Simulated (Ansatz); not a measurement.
A crystal relaxed with r2SCAN in the plane-wave code Ansatz has space group Cm (No. 8) and a = 12.230 Å, b = 3.297 Å, c = 5.456 Å, β = 102.2°.

| atom | site | x | y | z |
| --- | --- | --- | --- | --- |
| Xx | 2a | 0.4804 | 0.5000 | 0.2955 |
| Xx | 2a | 0.3391 | 0.0000 | 0.0305 |
| N | 2a | 0.3196 | 0.5000 | 0.1705 |
| N | 2a | 0.0493 | 0.0000 | 0.6386 |
| Xx | 2a | 0.4970 | 0.0000 | 0.7750 |
| La | 2a | 0.2181 | 0.5000 | 0.5036 |
| N | 2a | 0.3382 | 0.0000 | 0.6969 |
| N | 2a | 0.0083 | 0.5000 | 0.1393 |

The r2SCAN gap is indirect, 2.42 eV (C₂–Y₂ (0.14 of the way from C₂) to Γ), below the direct gap of 3.06 eV at Γ. The HSE06 gap is indirect, 3.24 eV (C₂–Y₂ (0.14 of the way from C₂) to Γ), below the direct gap of 3.86 eV at Γ. The PBE gap is indirect, 2.03 eV (C₂–Y₂ (0.10 of the way from C₂) to Γ), below the direct gap of 2.64 eV at Γ. Meshes: r2SCAN 8×8×6, HSE06 4×4×4, PBE 8×8×6. r2SCAN's ε∞ is a tensor with principal values 4.7, 5.2, 5.4.

Task: Which element is Xx?
A. In
B. Tl
C. Ga
D. Al

Result: D. Xx is Al: an ordered 8-atom cell of LaAl3N4 on the wurtzite lattice (Cm) (it has left that coordination). Around Al lie 4 N at 1.88–1.94 Å; around Al lie 4 N at 1.82–2.03 Å; around N lie 3 Al at 1.85–1.94 Å and 1 La at 2.41 Å; around N lie 3 Al at 1.88–1.97 Å; around Al lie 4 N at 1.90–1.97 Å; around La lie 3 N at 2.31–2.41 Å; around N lie 2 Al at 1.82–1.90 Å and 2 La at 2.31 Å; around N lie 4 Al at 1.92–2.03 Å.

(Calculated; spin-unpolarised; the phase may be known or hypothetical.)

Spin-orbit coupling is left out.

Where an edge lies off the special points, it is a point of the mesh or the k point where a search put PBE's edge or least direct gap, reused for the other functionals, whose own edges may lie a little apart; PBE's own value is read along its path and can be a few hundredths of an eV high.

The meshes of the hybrids are coarse, so their gaps aren't converged to the digits shown.
